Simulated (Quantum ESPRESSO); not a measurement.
Hf3GaFO7, input and log of a self-consistent run

Computed values, not a measurement. The program is pw.x of Quantum ESPRESSO 7.5 (plane-wave density functional theory). The cell is made up: 12 atoms on a rutile lattice, with randomly drawn elements, strain and displacements, not relaxed. PseudoDojo standard norm-conserving files (v0.5 for PBE, v0.4.1 for LDA and PBEsol) set the functional; there is no spin polarisation, spin-orbit coupling or dispersion term, and the masses in the input are unused placeholders.

The hafnium pseudopotential is less sure than the others, with forces about 3 percent (worst 6) and pressure in oxides about 1.5 GPa (worst 2.7) from a second method in checks, which no rerun with the same files tests.

Input:

```
&control calculation='scf', pseudo_dir='./dojo.nc.sr.pbe.v0_5.standard.upf', outdir='./o', disk_io='low', tprnfor=.true., tstress=.true. /
&system ibrav=0, nat=12, ntyp=4, nbnd=55, ecutwfc=84.00895049, nosym=.true., tot_charge=0,
 occupations='smearing', smearing='fd', degauss=0.0018374661
/
&electrons conv_thr=7.350e-09, electron_maxstep=60, /
ATOMIC_SPECIES
F 1.0 F.upf
Ga 1.0 Ga.upf
Hf 1.0 Hf.upf
O 1.0 O.upf
CELL_PARAMETERS angstrom
4.7646 -0.0411 -0.0371
-0.0411 4.7921 0.0308
-0.049 0.0407 6.3418
ATOMIC_POSITIONS angstrom
Hf 0.0243 -0.0115 -0.0352
Hf 2.3249 2.4272 1.5204
Hf -0.1312 0.1757 3.2701
Ga 2.1976 2.3978 4.7298
F 1.5919 1.4693 0.0531
O 3.1646 3.2818 -0.0866
O 3.7164 0.9521 1.6655
O 0.9261 4.0017 1.576
O 1.379 1.4365 3.2458
O 3.3796 3.365 3.0721
O 3.768 1.0769 4.646
O 0.8968 3.8015 4.7837
K_POINTS automatic
5 5 4 1 1 1
```

The log is shortened where brackets say so; the opening notice, blank lines, dates and the lines on written files are dropped, and the path of the files is cut. It prints rydbergs, bohrs and kilobars, and counts compression as positive stress. With no partly filled state, the Fermi energy that it prints is only some level between the filled and the empty states on the mesh, and need not lie in the true gap.

```
     Program PWSCF v.7.5
     Parallel version (MPI & OpenMP), running on       4 processor cores
     Number of MPI processes:                 4
     Threads/MPI process:                     1
     [start-up lines left out]
     bravais-lattice index     =            0
     lattice parameter (alat)  =       9.0044  a.u.
     unit-cell volume          =     976.9800 (a.u.)^3
     number of atoms/cell      =           12
     number of atomic types    =            4
     number of electrons       =        98.00
     number of Kohn-Sham states=           55
     kinetic-energy cutoff     =      84.0090  Ry
     charge density cutoff     =     336.0358  Ry
     scf convergence threshold =      7.3E-09
     mixing beta               =       0.7000
     number of iterations used =            8  plain     mixing
     Exchange-correlation= PBE
                           (   1   4   3   4   0   0   0)
     [axes and pseudopotential details left out]
   Cartesian axes
     site n.     atom                  positions (alat units)
         1        Hf     tau(   1) = (   0.0050998  -0.0024135  -0.0073873  )
         2        Hf     tau(   2) = (   0.4879199   0.5093893   0.3190818  )
         3        Hf     tau(   3) = (  -0.0275346   0.0368736   0.6862862  )
         4        Ga     tau(   4) = (   0.4612038   0.5032192   0.9926291  )
         5        F      tau(   5) = (   0.3340873   0.3083576   0.0111439  )
         6        O      tau(   6) = (   0.6641452   0.6887416  -0.0181745  )
         7        O      tau(   7) = (   0.7799499   0.1998144   0.3495336  )
         8        O      tau(   8) = (   0.1943579   0.8398249   0.3307505  )
         9        O      tau(   9) = (   0.2894066   0.3014740   0.6811864  )
        10        O      tau(  10) = (   0.7092666   0.7062026   0.6447325  )
        11        O      tau(  11) = (   0.7907790   0.2260058   0.9750423  )
        12        O      tau(  12) = (   0.1882088   0.7978095   1.0039409  )
     number of k points=    50  Fermi-Dirac smearing, width (Ry)=  0.0018
                       cart. coord. in units 2pi/alat
        k(    1) = (   0.1015992   0.0996997   0.0940641), wk =   0.0400000
        k(    2) = (   0.1030517   0.0985047   0.2819209), wk =   0.0400000
     [further k points left out]
     Dense  grid:   101661 G-vectors     FFT dimensions: (  54,  54,  72)
     Estimated max dynamical RAM per process >     315.01 MB
     Estimated total dynamical RAM >       1.16 GB
     Initial potential from superposition of free atoms
     starting charge      97.9917, renormalised to      98.0000
     Starting wfcs are   71 randomized atomic wfcs
     total cpu time spent up to now is        6.2 secs
     per-process dynamical memory:   247.5 Mb
     Self-consistent Calculation
     iteration #  1     ecut=    84.01 Ry     beta= 0.70
     Davidson diagonalization with overlap
     ethr =  1.00E-02,  avg # of iterations =  2.0
     total cpu time spent up to now is       17.0 secs
     total energy              =    -771.50312508 Ry
     estimated scf accuracy    <       4.12916983 Ry
     iteration #  2     ecut=    84.01 Ry     beta= 0.70
     Davidson diagonalization with overlap
     ethr =  4.21E-03,  avg # of iterations =  4.6
     total cpu time spent up to now is       31.3 secs
     total energy              =    -770.97675074 Ry
     estimated scf accuracy    <      11.16420403 Ry
     iteration #  3     ecut=    84.01 Ry     beta= 0.70
     Davidson diagonalization with overlap
     ethr =  4.21E-03,  avg # of iterations =  2.9
     total cpu time spent up to now is       44.5 secs
     total energy              =    -773.43078737 Ry
     estimated scf accuracy    <       0.77972408 Ry
     iteration #  4     ecut=    84.01 Ry     beta= 0.70
     Davidson diagonalization with overlap
     ethr =  7.96E-04,  avg # of iterations =  2.4
     total cpu time spent up to now is       56.1 secs
     total energy              =    -773.51938229 Ry
     estimated scf accuracy    <       0.14930459 Ry
     iteration #  5     ecut=    84.01 Ry     beta= 0.70
     Davidson diagonalization with overlap
     ethr =  1.52E-04,  avg # of iterations =  3.1
     total cpu time spent up to now is       68.6 secs
     total energy              =    -773.52609443 Ry
     estimated scf accuracy    <       0.03733993 Ry
     [iterations 6 to 9 left out]
     iteration # 10     ecut=    84.01 Ry     beta= 0.70
     Davidson diagonalization with overlap
     ethr =  8.69E-09,  avg # of iterations =  4.0
     total cpu time spent up to now is      134.5 secs
     total energy              =    -773.53423662 Ry
     estimated scf accuracy    <       0.00000350 Ry
     iteration # 11     ecut=    84.01 Ry     beta= 0.70
     Davidson diagonalization with overlap
     ethr =  3.57E-09,  avg # of iterations =  3.2
     total cpu time spent up to now is      146.0 secs
     total energy              =    -773.53423711 Ry
     estimated scf accuracy    <       0.00000057 Ry
     iteration # 12     ecut=    84.01 Ry     beta= 0.70
     Davidson diagonalization with overlap
     ethr =  5.79E-10,  avg # of iterations =  4.1
     total cpu time spent up to now is      158.4 secs
     total energy              =    -773.53423716 Ry
     estimated scf accuracy    <       0.00000019 Ry
     iteration # 13     ecut=    84.01 Ry     beta= 0.70
     Davidson diagonalization with overlap
     ethr =  1.96E-10,  avg # of iterations =  2.0
     total cpu time spent up to now is      169.3 secs
     total energy              =    -773.53423719 Ry
     estimated scf accuracy    <       0.00000002 Ry
     iteration # 14     ecut=    84.01 Ry     beta= 0.70
     Davidson diagonalization with overlap
     ethr =  1.58E-11,  avg # of iterations =  4.0
     total cpu time spent up to now is      183.2 secs
     End of self-consistent calculation
          k = 0.1016 0.0997 0.0941 ( 12709 PWs)   bands (ev):
   -52.3308 -51.5748 -50.4031 -21.3322 -21.0812 -20.9611 -20.9092 -20.3488
   -20.2861 -19.4909 -19.3147 -19.2934 -15.9718  -8.4020  -7.6630  -7.5023
    -7.2613  -7.1092  -6.7131  -6.1064  -4.3693  -4.3330  -4.2606  -4.2332
    -3.9254   0.7919   1.2346   2.1336   3.6386   4.7817   5.0780   5.1987
     5.5437   5.6819   5.7977   6.0521   6.4019   6.5028   6.6802   7.1821
     7.3267   7.4740   7.6103   7.8552   8.0245   8.1071   8.6643   8.8262
     9.3388  12.2640  13.2910  13.6154  13.9233  14.6340  14.7369
     [levels at the other k points left out]
     the Fermi energy is    11.0880 ev
!    total energy              =    -773.53423719 Ry
     estimated scf accuracy    <          7.3E-09 Ry
     smearing contrib. (-TS)   =       0.00000000 Ry
     internal energy E=F+TS    =    -773.53423719 Ry
     The total energy is F=E-TS. E is the sum of the following terms:
     one-electron contribution =    -223.76448413 Ry
     hartree contribution      =     171.60919338 Ry
     xc contribution           =    -197.78553026 Ry
     ewald contribution        =    -523.59341619 Ry
     convergence has been achieved in  14 iterations
     Forces acting on atoms (cartesian axes, Ry/au):
     atom    1 type  3   force =    -0.09125300   -0.09035401    0.01913008
     atom    2 type  3   force =     0.09162518    0.12765853    0.26090295
     atom    3 type  3   force =     0.01413687   -0.08357656   -0.07060716
     atom    4 type  2   force =     0.07921791    0.05737526   -0.11781389
     atom    5 type  1   force =    -0.10269318   -0.10666541   -0.10837785
     atom    6 type  4   force =     0.05813383    0.04037155   -0.01363717
     atom    7 type  4   force =     0.02317031    0.00050101   -0.10772583
     atom    8 type  4   force =    -0.00608520   -0.01082064   -0.03530385
     atom    9 type  4   force =     0.06828512    0.06883562   -0.00338567
     atom   10 type  4   force =    -0.07271799   -0.05842463   -0.00658150
     atom   11 type  4   force =    -0.02640182    0.01330444    0.12649361
     atom   12 type  4   force =    -0.03541803    0.04179485    0.05690628
     Total force =     0.488790     Total SCF correction =     0.000205
     Computing stress (Cartesian axis) and pressure
          total   stress  (Ry/bohr**3)                   (kbar)     P=       78.20
   0.00042807   0.00047611   0.00013118           62.97       70.04       19.30
   0.00047611   0.00046069   0.00002384           70.04       67.77        3.51
   0.00013118   0.00002384   0.00070610           19.30        3.51      103.87
     init_run     :      5.75s CPU      5.99s WALL (       1 calls)
     electrons    :    176.18s CPU    177.04s WALL (       1 calls)
     forces       :      2.31s CPU      2.33s WALL (       1 calls)
     stress       :      8.25s CPU      8.47s WALL (       1 calls)
     [timing details left out]
     PWSCF        :   3m12.78s CPU   3m14.20s WALL
     JOB DONE.
```

In other units: free energy -10524.469 eV for the cell, pressure 7.82 GPa, largest force component 6.708 eV/Å. A rerun of this cell at a cutoff of 1437 eV and k mesh 7 x 7 x 6 moved values by no more than 0.004 eV in energy, 0.03 GPa in stress and 0.002 eV/Å in force.